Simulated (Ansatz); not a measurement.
BP (zinc blende), conventional cell a = 4.5366 Å, b = 4.5366 Å, c = 4.5366 Å, α = 90.00°, β = 90.00°, γ = 90.00°. The calculation uses the primitive cell of 2 atoms, to which meshes and values per cell refer.

The relaxed cell is deformed in two ways at once: its volume V is scaled, and at that volume it is stretched along z (the c axis of the conventional cell) so that c/a changes. Fractional atomic positions are held.

These are r2SCAN (plane waves to 500 eV, PAW, scalar-relativistic; Ansatz, a program for electronic structure) values and carry that method's errors. k mesh 12×12×12 (Γ-centred), Fermi-Dirac smearing 0.05 eV. The energy includes the smearing's −TS. BP was relaxed with its symmetry unable to fall.

Changes of ΔE (meV/atom) from the point V/V₀ = 1.000, (c/a)/(c/a)₀ = 1.000 when one coordinate moves alone (two changes are said to add if the coupling is within 5 % of the smaller one, nearly so within 20 %):

| point | change |
|---|---|
| V/V₀ = 1.000, (c/a)/(c/a)₀ = 0.920 | 44.95 |
| V/V₀ = 1.000, (c/a)/(c/a)₀ = 0.960 | 11.23 |
| V/V₀ = 0.960, (c/a)/(c/a)₀ = 1.000 | 10.52 |
| V/V₀ = 0.980, (c/a)/(c/a)₀ = 1.000 | 2.54 |
| V/V₀ = 1.020, (c/a)/(c/a)₀ = 1.000 | 2.40 |
| V/V₀ = 1.040, (c/a)/(c/a)₀ = 1.000 | 9.29 |
| V/V₀ = 1.000, (c/a)/(c/a)₀ = 1.040 | 11.13 |
| V/V₀ = 1.000, (c/a)/(c/a)₀ = 1.080 | 44.23 |

**Question.** Do the two effects add at V/V₀ = 1.040, (c/a)/(c/a)₀ = 1.040? Give the computed change.

**Answer.** The sum of the single changes is 9.29 + (11.13) = 20.42; the calculation gives 20.45, so they add (within 5 % of the smaller single change).

**Question.** What is the change at V/V₀ = 1.020, (c/a)/(c/a)₀ = 0.920, where both move, and how far is it from the sum?

**Answer.** The sum of the single changes is 2.40 + (44.95) = 47.35; the calculation gives 47.48, so the coupling contributes 0.13 (under 20 % of the smaller single change, nearly additive).

**Question.** Do the two effects add at V/V₀ = 0.960, (c/a)/(c/a)₀ = 1.080? Give the computed change.

**Answer.** The sum of the single changes is 10.52 + (44.23) = 54.75; the calculation gives 54.59, so they add (within 5 % of the smaller single change).

(Under strain, the slope of the energy per volume gives the stress and its curvature an elastic modulus.)
